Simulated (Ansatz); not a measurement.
Relaxed-ion elastic tensor of CuCl (zinc blende, F-43m) in GPa (Voigt order), DFT-PBE in the program Ansatz with PAW potentials; density 4.12 g/cm³, 19.95 Å³ per atom.

```csv
,1,2,3,4,5,6
1,57.0,44.5,44.5,0.0,0.0,0.0
2,44.5,57.0,44.5,0.0,0.0,0.0
3,44.5,44.5,57.0,0.0,0.0,0.0
4,0.0,0.0,0.0,15.9,0.0,0.0
5,0.0,0.0,0.0,0.0,15.9,0.0
6,0.0,0.0,0.0,0.0,0.0,15.9
```

**Question.** Is the crystal mechanically stable?

**Answer.** Yes: the smallest eigenvalue of C is 12.5 GPa.

**Question.** Work out the Voigt, Reuss and Hill averages.

**Answer.** K_V = 48.7, K_R = 48.7, K_H = 48.7; G_V = 12.0, G_R = 9.8, G_H = 10.9 GPa.

**Question.** Give Young's modulus, Poisson's ratio, Pugh's ratio and the universal anisotropy index.

**Answer.** E = 9KG/(3K + G) = 30.5 GPa; ν = 0.40; K/G = 4.45 (ductile by the Pugh limit of 1.75); A_U = 5G_V/G_R + K_V/K_R − 6 = 1.14.

**Question.** Estimate the sound speeds and the Debye temperature.

**Answer.** v_l = √((K + 4G/3)/ρ) = 3920 m/s, v_t = √(G/ρ) = 1630 m/s, mean 1840 m/s; Θ = (h/k)(3n/4πV)^(1/3) v_m = 202 K.

**Question.** Give the Zener ratio and Young's modulus along [100], [110] and [111].

**Answer.** A = 2C44/(C11 − C12) = 2.56; 1/E = S11 − 2(S11 − S12 − S44/2)Γ with Γ = 0, 1/4, 1/3 gives 17.9, 31.9, 43.1 GPa.

The cell was relaxed with PBE under the symmetry of its start; phonons on a q-mesh show no instability. The run is not spin-polarised.

Potentials: the later of the program's two PAW sets.
